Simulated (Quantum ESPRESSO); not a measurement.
Space group Fm-3m (No. 225); a = b = c = 7.600 Å, α = β = γ = 90.00°

```
atom  site  symmetry       x       y       z
----  ----  --------  ------  ------  ------
H      24e      4m.m  0.0000  0.0000  0.2259
Sr      8c      -43m  0.2500  0.2500  0.2500
Ru      4a      m-3m  0.0000  0.0000  0.0000
```
(The calculation used a cell of 9 atoms; values per cell refer to that cell.)

The geometry is that of Materials Project entry mp-24292, symmetrised and not relaxed again.

Q: What does PBEsol (pw.x of Quantum ESPRESSO, ONCV potentials, no spin-orbit coupling) give for the electronic structure near the Fermi level?

A: The PBEsol gap is indirect, 2.11 eV, from Γ to X; the smallest direct gap is 2.17 eV. Spin-orbit splittings are left out.
